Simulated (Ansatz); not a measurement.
Input file for Ansatz (a quantum-chemistry and plane-wave program):

Ansatz 0.2 input:
```yaml
crystal:
  lattice:
    - [3.1723560734, 0.0, 0.0]
    - [-1.5861780367, 2.7473409494, 0.0]
    - [0.0, 0.0, 33.0]
  periodic: [true, true, false]
  atoms:
    - { symbol: S, position: [0.0, 0.0, 0.4527033277] }
    - { symbol: S, position: [0.0, 0.0, 0.5472966723] }
    - { symbol: W, position: [0.6666666667, 0.3333333333, 0.5] }
kpoints:
  mp_grid: { grid: [12, 12, 1] }
hamiltonian:
  xc: r2scan
  dispersion: d4
  pseudopotentials: { kind: paw }
scf:
  occupations: { method: fixed }
checkpoint: { read: static.run }
output: { write_density: true, elf: true, volumetric_format: npy }
```

Output (shortened):

```
Pseudopotentials: kind: paw
Pseudopotential: S, paw, valence charge 6
Pseudopotential: W, paw, valence charge 14
Functional definition: r2SCAN
Crystal: 3 atoms, lattice volume = 287.613 Å³
Basis set: ecut = 500 eV, 7279 PW (Γ), exchange–correlation on 96×96×972 points (64 copies of the dense FFT grid, shifted against one another)
Bands: 17, of which v1, the nominal top of the filled ones, is band 13 counted from 1 (12 counted from 0)
Symmetry: 12 space group operations
Space group: P-6m2 (ITA 187), of the structure as read, at distance tolerance 6.6e-5 Å
k-points: 19 of 144 (time reversal used)
PAW frozen core: S, regenerated for the run's functional
PAW frozen core: W, regenerated for the run's functional
Initial density: read from a saved state, or passed on in memory by an earlier SCF of this step, an earlier step, the calling program or the single point that …
Stability of the state it starts from, as read at its close in the unpolarized treatment …
Initial wavefunctions: pseudopotential atomic-orbital guess
Eigensolver: davidson
Functional: x = r2scan, c = r2scan; τ floored in thin density (d = 2e-4 eV/Å³)
iter 1 solved again at ethr=1.97e-7 eV; its pass at ethr=3.10e-3 eV (dr2=5.11e-5 eV) is discarded
SCF iter   1: F=—  HF=-12211.928533 eV  |F-HF|=—  |Δ(HF+E_count)|=         —  Δρ=4.74e-7  dr2=6.08e-10  dr2_τ=7.55e-11  ethr=1.97e-7  ⟨swp⟩=6.8  Hψ=3917  notcnv=0  defer=38
all-band conjugate gradients solve this SCF's bands
preconditioner: auto → Resta (q_TF=auto, 1.828 Å⁻¹)
SCF iter   2: F=-12211.928533 eV  HF=-12211.928533 eV  |F-HF|=5.28e-11  |Δ(HF+E_count)|=   5.67e-8  Δρ=2.92e-7  dr2=3.52e-10  dr2_τ=1.34e-10  ethr=2.34e-12  ⟨swp⟩=19.0  Hψ=3118  notcnv=0
SCF 1 converged in 2 iterations: F = -12211.928533 eV  dr2 = 3.52e-10
SCF converged after 2 iterations
Free energy (F): -12211.928533 eV
Harris-Foulkes:  -12211.928533 eV  (|F-HF|=5.28e-11)
Internal energy: -12211.928533 eV  (E = F + TS)
E sigma→0 (E₀):  -12211.928533 eV
Fermi energy:    -5.931773 eV
--- Per-component energies (eV) ---
  E_band       = -644.470252
  E_kinetic    = 666.714972
  E_local      = -49455.284485  (includes V_loc(G=0)·N_el)
  E_nonlocal   = 57.719475
  E_hartree    = 24328.795576
  E_xc         = -433.246730
  E_vxc        = -450.123762  (∫ρ·V_xc dr)
  E_paw        = -9812.206274  (= ΣΔE_a)
  E_vpaw       = -143.595893  (= ΣTr[D̂ρ^β])
  E_aug_tail   = -0.000047  (compensation charges beyond the density's cutoff)
  E_vtau       = 22.509378  (kinetic-family band-sum trace: ∫τ·v_τ [+ j·A + Jᵃ·Aᵃ] dr)
  E_ewald      = 22436.702063
  E_disp       = -0.315601  (pairwise vdW)
  E_core_change = -0.807482  (= ΣΔE_core)
  E_smearing   =  0.000000  (= −TS)
  E_closure    =  0.000000  (closes the sum)
  Σ components = -12211.928533   (vs F -12211.928533, Δ=0.00e0)
  [band-id]    e_kinetic+e_local+e_nonlocal+2·e_hartree+e_vxc+e_vpaw+e_augmentation_tail+e_vtau = -644.469211   (vs E_band -644.470252, Δ=1.04e-3)
--- Band table (eV; the first three rows and the last of 19) ---
  k-point 0: bands = ["-81.7885", "-45.4305", "-45.2653", "-45.2653", "-21.4469", "-19.6949", "-12.5660", "-8.9696", "-8.9696", "-8.1558", "-7.6743", "-7.6743", "-5.9344", "-2.8089", "-2.8089", "-2.6563", "-2.6563"]
  k-point 1: bands = ["-81.7872", "-45.4258", "-45.2906", "-45.2711", "-21.3262", "-19.6520", "-12.4232", "-9.2723", "-8.8528", "-8.5936", "-7.8609", "-7.4446", "-5.9993", "-2.9287", "-2.8884", "-2.7650", "-2.5855"]
  k-point 2: bands = ["-81.7836", "-45.4130", "-45.3593", "-45.2871", "-20.9827", "-19.5304", "-12.0401", "-9.9754", "-9.2770", "-8.5310", "-8.2979", "-7.4155", "-6.2821", "-3.3341", "-2.9999", "-2.8393", "-2.0705"]
  k-point 18: bands = ["-81.7664", "-45.5402", "-45.5037", "-45.3513", "-18.8870", "-18.7715", "-11.9637", "-11.5360", "-10.6217", "-10.0076", "-9.3383", "-8.4338", "-5.9318", "-3.9725", "-2.3148", "-1.5875", "0.0404"]
  band table: 17 of 17 bands, residual norms ≤ 1.0e-3 eV
```

Cost: around 11 core-seconds (rough) on shared cores.

A layer that has been made, often on a substrate. The cell was relaxed with r²SCAN+D4 under the symmetry of its start; whether a distortion lowers the energy is not shown. No spin polarisation was allowed. Scalar-relativistic: spin–orbit coupling is off unless named, which matters more the heavier the elements.

Potentials: the later of the program's two PAW sets.

Ansatz is a plane-wave DFT program.
